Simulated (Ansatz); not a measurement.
The cell of CrCuC4N4 is invented: two interpenetrating cyanide-bridged diamond nets (P-43m, No. 215). Its size is a rough estimate.

```
CELL_PARAMETERS angstrom
5.90860 0.00000 0.00000
0.00000 5.90860 0.00000
0.00000 0.00000 5.90860
ATOMIC_POSITIONS crystal
Cr 0.50000 0.50000 0.50000
Cu 0.00000 0.00000 0.00000
C 0.18732 0.18732 0.18732
C 0.18732 0.81268 0.81268
C 0.81268 0.18732 0.81268
C 0.81268 0.81268 0.18732
N 0.30164 0.30164 0.30164
N 0.30164 0.69836 0.69836
N 0.69836 0.30164 0.69836
N 0.69836 0.69836 0.30164
```

These are results of Ansatz 0.2.0, DFT PBE, scalar-relativistic, plane waves, PAW, not measurements. Cutoff 420 eV, Gaussian smearing, Γ-centred meshes. Cell and atoms relax first on a coarse mesh and then on a finer one. In between, the cell is made exact in the group found at 0.06 Å. In metals the finer mesh still leaves noise of several meV/atom or more. The steps can't lower the symmetry of their start. Collinear spin, starting moments Cr -3.0; Cu -1.0 μB.

A guess keeps its type if space group and coordination stay and the shape of the cell changes little (axis ratios within about 15 %, angles within 6°); the volume may change.

Q: Does it keep its structure type, or change into something else?

A: It keeps its type. The symmetry stays P-43m (No. 215). The volume per atom shrinks by 6.1 %, from 20.6 to 19.4 Å³. The shortest distance goes from 1.17 Å (C–N) to 1.18 Å (C–N). Counting neighbours within 15 % of an atom's shortest distance, the start has C 1, Cr 4, Cu 4, N 1 and the end C 1, Cr 4, Cu 4, N 1.

The last run used collinear spin, an 8×8×8 mesh for its 10-atom cell and Gaussian smearing of 0.10 eV. In such compounds of Cr and Cu a zero gap at this level may well be an artefact, since no Hubbard U is applied. The magnetic state reached may not be the lowest. Symmetry constrained the relaxation, so the result can be a saddle point.
